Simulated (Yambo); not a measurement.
Be₃N₂ (space group P6_3/mmc, No. 194), G0W0@PBEsol in Yambo with this input:

```
rim_cut
gw0
dyson
el_el_corr
HF_and_locXC
ppa
em1d
RandQpts= 1000000
RandGvec= 1 Ry
EXXRLvcs= 88 Ry
VXCRLvcs= 352 Ry
Chimod= "HARTREE"
% BndsRnXp
 7 | 135 |
%
NGsBlkXp= 8 Ry
% LongDrXp
 1.0 | 1.0 | 1.0 |
%
PPAPntXp= 27.2114 eV
% GbndRnge
 1 | 135 |
%
GTermKind= "BG"
DysSolver= "n"
ExtendOut
```

On a 6×6×2 mesh, with wavefunctions cut at 88 Ry, the gap (Γ → M) is 4.758 eV and the valence edge shifts by -0.748 eV.

**Question.** What happens with this change: 7 Ry block?

**Answer.** The gap falls by 0.118 eV, to 4.640 eV; the shift of the valence edge becomes -0.637 eV. Neither run is shown to be the converged limit.

Geometry of the Materials Project entry, not relaxed at this level; primitive cell a = b = 2.8417 Å, c = 9.7468 Å, α = β = 90.00°, γ = 120.00°.

The structure is a Materials Project entry; no match was found in the copy of COD used, and its stability was not checked.

A shift is the quasiparticle energy of the state minus its PBEsol energy.
